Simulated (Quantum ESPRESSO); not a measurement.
```
AgI
1.0
    4.32358     0.00000     0.00000
    0.00000     4.32358     0.00000
    0.00000     0.00000    16.70000
Ag I
2 2
Direct
  0.00000   0.50000   0.00000
  0.50000   0.00000   0.00000
  0.00000   0.00000   0.11143
  0.50000   0.50000   0.88857
```

The layer was cut from Materials Project entry mp-567809 and relaxed with PBEsol in a cell 16.7 Å high, with the Coulomb interaction truncated along z.

**Question.** What does PBEsol (pw.x of Quantum ESPRESSO, ONCV potentials, without SOC) give for the electronic structure near the Fermi level?

**Answer.** The PBEsol gap is direct, 2.06 eV at Γ. The valence-band maximum lies 5.53 eV below the vacuum level. Without spin-orbit coupling, band edges of such heavy elements can be off by tenths of an eV.

This is a model layer cut from the bulk structure; whether it is stable on its own was not checked.
